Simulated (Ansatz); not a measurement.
P2O5:
```cif
data_O20P8
_chemical_formula_sum 'P8 O20'
_space_group_name_H-M_alt 'Pnma'
_space_group_IT_number 62
_space_group_name_Hall '-P 2ac 2n'
_cell_length_a 9.27089
_cell_length_b 4.90271
_cell_length_c 7.22349
_cell_angle_alpha 90.000
_cell_angle_beta 90.000
_cell_angle_gamma 90.000
loop_
_space_group_symop_operation_xyz
  'x, y, z'
  '-x, -y, -z'
  '-x+1/2, -y, z+1/2'
  'x+1/2, y, -z+1/2'
  'x+1/2, -y+1/2, -z+1/2'
  '-x+1/2, y+1/2, z+1/2'
  '-x, y+1/2, -z'
  'x, -y+1/2, z'
loop_
_atom_site_label
_atom_site_type_symbol
_atom_site_symmetry_multiplicity
_atom_site_Wyckoff_symbol
_atom_site_fract_x
_atom_site_fract_y
_atom_site_fract_z
_atom_site_occupancy
P1 P 4 c 0.24393 0.25000 0.71108 1
P2 P 4 c 0.40096 0.25000 0.34828 1
O1 O 4 c 0.27656 0.25000 0.49627 1
O2 O 4 c 0.13739 0.75000 0.34035 1
O3 O 4 c 0.05008 0.25000 0.08931 1
O4 O 8 d 0.36223 0.00148 0.21991 1
```

Relaxed with r²SCAN.

**Question.** Which orbitals make up the states near the band edges in r²SCAN in the plane-wave PAW code Ansatz?

**Answer.** Top 1 eV of the valence band: O 2p 93 %. Bottom 1 eV of the conduction band: P 3s 49 %, O 2s 23 %, O 2p 11 %, P 3p 11 %, outside the projected shells 6 %. Projections are on Löwdin-orthogonalised atomic valence shells; empty p or d shells of many metals are not among them.

**Question.** Tabulate the density of states.

**Answer.** States/eV per cell of 28 atoms, in 0.25 eV bins, energy from the valence-band maximum.

```tsv
E (eV)	total	O 2p	P 3p	O 2s
-7.85	0.00	0.00	0.00	0.00
-7.60	0.00	0.00	0.00	0.00
-7.35	0.00	0.00	0.00	0.00
-7.10	0.00	0.00	0.00	0.00
-6.85	0.00	0.00	0.00	0.00
-6.60	0.00	0.00	0.00	0.00
-6.35	0.00	0.00	0.00	0.00
-6.10	0.13	0.09	0.02	0.02
-5.85	7.02	5.06	0.80	0.85
-5.60	14.20	10.48	1.36	1.74
-5.35	14.00	10.54	1.19	1.67
-5.10	15.88	12.22	1.56	1.56
-4.85	13.67	10.88	1.22	1.15
-4.60	15.83	13.24	1.11	1.01
-4.35	13.91	11.73	0.92	0.85
-4.10	23.34	20.07	1.31	1.26
-3.85	11.24	9.48	0.65	0.75
-3.60	12.09	10.33	0.60	0.76
-3.35	16.13	13.95	0.59	1.03
-3.10	17.31	15.09	0.69	0.99
-2.85	16.18	14.44	0.50	0.79
-2.60	15.12	13.67	0.30	0.71
-2.35	23.60	21.46	0.47	1.01
-2.10	17.90	16.45	0.38	0.63
-1.85	8.44	7.88	0.21	0.18
-1.60	0.00	0.00	0.00	0.00
-1.35	13.83	12.51	0.81	0.16
-1.10	19.33	17.99	0.79	0.13
-0.85	19.39	17.83	0.95	0.14
-0.60	34.48	32.08	1.44	0.12
-0.35	30.39	28.59	1.03	0.07
-0.10	10.57	10.05	0.26	0.03
0.15	0.00	0.00	0.00	0.00
0.40	0.00	0.00	0.00	0.00
0.65	0.00	0.00	0.00	0.00
0.90	0.00	0.00	0.00	0.00
1.15	0.00	0.00	0.00	0.00
1.40	0.00	0.00	0.00	0.00
1.65	0.00	0.00	0.00	0.00
1.90	0.00	0.00	0.00	0.00
2.15	0.00	0.00	0.00	0.00
2.40	0.00	0.00	0.00	0.00
2.65	0.00	0.00	0.00	0.00
2.90	0.00	0.00	0.00	0.00
3.15	0.00	0.00	0.00	0.00
3.40	0.00	0.00	0.00	0.00
3.65	0.00	0.00	0.00	0.00
3.90	0.00	0.00	0.00	0.00
4.15	0.00	0.00	0.00	0.00
4.40	0.00	0.00	0.00	0.00
4.65	0.00	0.00	0.00	0.00
4.90	0.00	0.00	0.00	0.00
5.15	0.00	0.00	0.00	0.00
5.40	0.00	0.00	0.00	0.00
5.65	0.00	0.00	0.00	0.00
5.90	0.00	0.00	0.00	0.00
6.15	0.04	0.00	0.00	0.01
6.40	0.56	0.06	0.03	0.13
6.65	1.11	0.12	0.10	0.26
6.90	2.21	0.24	0.27	0.51
7.15	2.50	0.30	0.32	0.55
7.40	2.88	0.37	0.46	0.60
7.65	4.60	0.64	0.93	0.90
7.90	4.98	0.73	1.11	0.93
8.15	6.18	0.93	1.61	1.06
8.40	8.73	1.25	2.79	1.23
8.65	9.24	1.33	3.58	1.05
8.90	20.58	3.21	8.28	2.32
9.15	10.12	1.65	4.66	1.09
9.40	12.89	2.27	5.58	1.17
9.65	12.10	2.21	5.38	1.05
9.90	12.00	2.26	5.49	0.99
10.15	18.39	3.63	8.51	1.28
10.40	14.24	3.03	6.61	0.80
10.65	15.31	3.39	6.95	0.62
10.90	9.62	2.17	4.35	0.29
```

The workflow started from a Materials Project entry (that database holds measured and hypothetical structures alike); the Crystallography Open Database files this formula in space group No. 62, but the cells were not matched. Its standing as an ambient phase is unchecked. The cell was relaxed with r²SCAN under the symmetry of its start; whether a distortion lowers the energy is not shown. A crystal of weakly bound layers computed without a dispersion correction: the cell and the soft elastic constants depend strongly on that.

Potentials: the later of the program's two PAW sets.
